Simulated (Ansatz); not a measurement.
Mg (diamond, Fd-3m) at seven volumes, DFT-PBEsol in the program Ansatz with PAW potentials, scaled uniformly. One row is withheld.

| V (Å³/atom) | P (GPa) |
|---|---|
| 35.262 | ? |
| 36.425 | 0.87 |
| 37.587 | 0.40 |
| 38.750 | 0.00 |
| 39.912 | -0.33 |
| 41.075 | -0.62 |
| 42.237 | -0.86 |

Question: Fit the shown pressures and predict the withheld one.

Answer: Third-order Birch–Murnaghan: P = (3/2)B₀(x^(7/2) − x^(5/2))[1 + (3/4)(B′ − 4)(x − 1)] with x = (V₀/V)^(2/3). Least squares on the six rows gives V₀ = 38.758 Å³/atom, B₀ = 12.16 GPa, B′ = 4.55. At V = 35.262, x = 1.0650 and P = 1.43 GPa. The run itself gave 1.42 GPa.

The start of the workflow was typed in or built on a structure type; neither database checked (COD, Materials Project) lists it. It is not the phase usual at ambient conditions (space group No. 194). The PBEsol relaxation kept the symmetry of its start. At this level the phase is mechanically unstable.

Potentials: the earlier of the program's two PAW sets. The files were generated under PBE; for other functionals the program regenerates the frozen cores, and for LDA and PBEsol the local potential too.
